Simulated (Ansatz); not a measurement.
All numbers below come from DFT PBE, scalar-relativistic, plane waves, PAW (Ansatz 0.2.0). The final run on the 7-atom cell used 420 eV, a Γ-centred 8×8×8 mesh, 0.10 eV smearing and collinear spin.

Energies over the elements count from the elements' standard structures at the same level (O₂ as a molecule), with no fitted energy shifts.

Q: Find a candidate cubic metal made of Al, O, Sr and V, with a formation energy near −2.33 eV/atom, about 20 Å³ per atom and a net moment near 0.2 μB per atom, in a cell of 7 atoms. Its symmetry should be F-43m (No. 216).

A: SrAlVO4, space group F-43m (No. 216). Around Sr lie 12 O at 3.40 Å and 4 Al at 3.55 Å; around Al lie 4 O at 1.73 Å, 4 Sr at 3.55 Å and 4 V at 3.55 Å; V has 4 O at 1.82 Å; around O lie 1 Al at 1.73 Å, 1 V at 1.82 Å, 6 O at 2.83–2.97 Å and 3 Sr at 3.40 Å.

```
CELL_PARAMETERS angstrom
0.00000 4.10474 4.10474
4.10474 0.00000 4.10474
4.10474 4.10474 0.00000
ATOMIC_POSITIONS crystal
Sr 0.00000 0.00000 0.00000
Al 0.25000 0.25000 0.25000
V 0.50000 0.50000 0.50000
O 0.37198 0.37198 0.88407
O 0.88407 0.37198 0.37198
O 0.37198 0.37198 0.37198
O 0.37198 0.88407 0.37198
```

| Quantity | Value |
| --- | --- |
| Volume per atom | 19.76 Å³ |
| Density | 2.76 g/cm³ |
| Formation energy | −2.33 eV/atom |
| Gap on the 8×8×8 mesh of the 7-atom cell | 0 eV (a metal) |
| Net moment per atom | 0.24 μB |
| Moment by site | V 1.1 μB |

The cell was found from a structure generator's guess, not taken from experiment. The answer needn't be unique; the calculation gave this one.

In such compounds of V a zero gap at this level may well be an artefact, since no Hubbard U is applied. Another magnetic order may lie lower. A structure relaxed within its symmetry needn't be a true minimum. Site moments count only spheres around the atoms; the net moment includes the space between them.
